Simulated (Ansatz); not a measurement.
Method: DFT PBE, scalar-relativistic, plane waves, PAW in Ansatz. Settings: cutoff 420 eV, Γ-centred meshes spaced at most about 0.3 Å⁻¹ (2π included), Gaussian smearing. No spin polarisation in the final relaxations.

Temperature and zero-point effects are left out. All come from trial cells, and lower structures may exist.

Question: These unrelaxed guesses for Ga₂B₃As₅ are each relaxed within their symmetry. Order them by the energy at which they end, lowest first.
1.

```
Ga B As
1.0
    -1.85178    1.85178   13.09408
     1.85178   -1.85178   13.09408
     1.85178    1.85178  -13.09408
Ga B As
2 3 5
Direct
  0.60000 0.60000 0.00000
  0.40000 0.40000 0.00000
  0.00000 0.00000 0.00000
  0.80000 0.80000 0.00000
  0.20000 0.20000 0.00000
  0.05000 0.55000 0.50000
  0.45000 0.95000 0.50000
  0.85000 0.35000 0.50000
  0.25000 0.75000 0.50000
  0.65000 0.15000 0.50000
```

2.

```
Ga B As
1.0
    -1.85178    1.85178   13.09408
     1.85178   -1.85178   13.09408
     1.85178    1.85178  -13.09408
Ga B As
2 3 5
Cartesian
  0.0000 0.0000 18.3317
  0.0000 0.0000 7.8564
  0.0000 0.0000 23.5693
  0.0000 0.0000 13.0941
  0.0000 0.0000 2.6188
  1.8518 0.0000 6.5470
  0.0000 1.8518 9.1659
  1.8518 0.0000 11.7847
  1.8518 0.0000 1.3094
  0.0000 1.8518 3.9282
```

Answer: 2 (ends in I-4m2, 0 meV/atom), 1 (ends in I-4m2, 12 meV/atom).

Cells relaxed within their symmetry can be saddle points. Some candidate types were left out of the draw beforehand, so a known form may be missing.
